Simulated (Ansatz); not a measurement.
4 guesses for RuPt₂ and where they end

These are results of Ansatz, DFT PBE, scalar-relativistic, plane waves, PAW, not measurements. All cells share a 420 eV cutoff and Γ-centred k meshes spaced at most about 0.3 Å⁻¹ (about 0.25 or finer for metals, 2π included). Collinear spin in cells that started with moments and kept them past the coarse steps, no spin elsewhere.

Each guess was relaxed in cell and atoms at zero pressure, within the symmetry of its start. These are static total energies at zero pressure. Coordination counts all near atoms (those within 1.25 times the shortest distance at each site; a plus sign parts nearer from farther groups; a slash parts the counts of unlike sites).

```tsv
guess	made from	start group	V start (Å³/atom)	end group	V end (Å³/atom)	coordination at the end	gap on mesh (eV)	largest moment (μB)	E over the lowest end (meV/atom)
1	TaSe2 type	P6_3/mmc	13.4	P6_3/mmc	15.0	Ru 12, Pt 12	0	-	0
2	random cell	P6/mmm	15.4	?	?	?	?	?	?
3	TmSi2 type	P6/mmm	14.0	P6/mmm	15.4	Ru 14, Pt 11	0	0.8	193
4	Cu2Se type	F-43m	14.1	F-43m	17.9	Ru 4+6, Pt 8/4+6	0	-	539
```

Guess 2 as it starts:

```
CELL_PARAMETERS angstrom
3.97926 0.00000 0.00000
-1.98963 3.44614 0.00000
0.00000 0.00000 3.37283
ATOMIC_POSITIONS crystal
Ru 0.00000 0.00000 0.00000
Pt 0.33333 0.66667 0.00000
Pt 0.66667 0.33333 0.00000
```

Q: Predict the end of this guess and its energy over the lowest end.

A: It ends in space group P6/mmm (No. 191), with a = 4.645 Å, c = 2.609 Å, 16.3 Å³/atom and no gap, without spin. It lies 0.31 eV/atom over the lowest end, above guess 3 and below guess 4. Counting all near atoms, this end has Ru 8, Pt 8 and the lowest (guess 1) has Ru 12, Pt 12.

```xyz
3
Lattice="4.6448 0.0000 0.0000 -2.3224 4.0225 0.0000 0.0000 0.0000 2.6092" Properties=species:S:1:pos:R:3 pbc="T T T"
Ru    0.0000    0.0000    0.0000
Pt    0.0000    2.6817    0.0000
Pt    2.3224    1.3408    0.0000
```

Energies over the elements count from the elements' standard structures at the same level, with no fitted energy shifts.

Q: Is the lowest end bound against the elements?

A: No: its formation energy is +0.04 eV/atom. It can't be a ground state, since the elements alone are lower.

These runs have no spin–orbit coupling, which can matter for Pt. Another magnetic order may lie lower. Cells relaxed within their symmetry can be saddle points. A lower structure may well exist outside this small set. Some types were kept out of the candidates beforehand, so the set may lack a known form.
